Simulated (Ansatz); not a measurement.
Relaxed La$_{2}$O$_{3}$ (A-La2O3 type, space group P-3m1):

```yaml
crystal:
  lattice:
    - [3.90646, 0.00000, 0.00000]
    - [-1.95323, 3.38309, 0.00000]
    - [0.00000, 0.00000, 6.03942]
  atoms:
    - { symbol: La, position: [0.33333, 0.66667, 0.24534] }
    - { symbol: La, position: [0.66667, 0.33333, 0.75466] }
    - { symbol: O, position: [0.00000, 0.00000, 0.00000] }
    - { symbol: O, position: [0.33333, 0.66667, 0.64608] }
    - { symbol: O, position: [0.66667, 0.33333, 0.35392] }
```

Scan: atom 5 (O, nearest neighbour La at 2.349 Å; its periodic images, 3.9 Å or more away, move with it) is displaced along Cartesian z, direction (0.000, 0.000, 1.000) in Cartesian axes, by s. The other atoms stay.

These are PBEsol (plane waves to 420 eV, PAW, scalar-relativistic; Ansatz, a first-principles code) values and carry that method's errors. k mesh 8×8×5 (Γ-centred), Fermi-Dirac smearing 0.05 eV. E stands for the smeared free energy. Left out: 2 of 11 points, with atoms too close for the PAW data. La2O3 is run without spin polarisation. La2O3 was relaxed with its symmetry unable to fall. The PAW data are Ansatz's earlier set. The zero of ΔE is the undisplaced structure.

| s (Å) | ΔE (meV/cell) |
|---|---|
| -0.470 | withheld |
| -0.376 | 406 |
| -0.282 | 249 |
| -0.188 | 120 |
| -0.094 | 33 |
| 0.000 | 0 |
| 0.094 | 38 |
| 0.188 | 167 |
| 0.282 | 412 |

Question: Fit a polynomial form (powers 2, 3, 4) to the given rows and predict ΔE at s = -0.470.

Answer: Least squares on the 8 given rows: ΔE = (4027)·s² + (3640)·s³ + (1522)·s⁴, in meV/cell with s in Å; root-mean-square residual 0.7 meV/cell. At -0.470 the fit gives 586 meV/cell; the calculation gives 580 meV/cell, so the extrapolation is off by 6 (+1.0 %). The quadratic term alone would give 890 meV/cell.

(A displaced cell: forces are minus the slopes of the energy, force constants its curvatures, and phonons follow from these.)
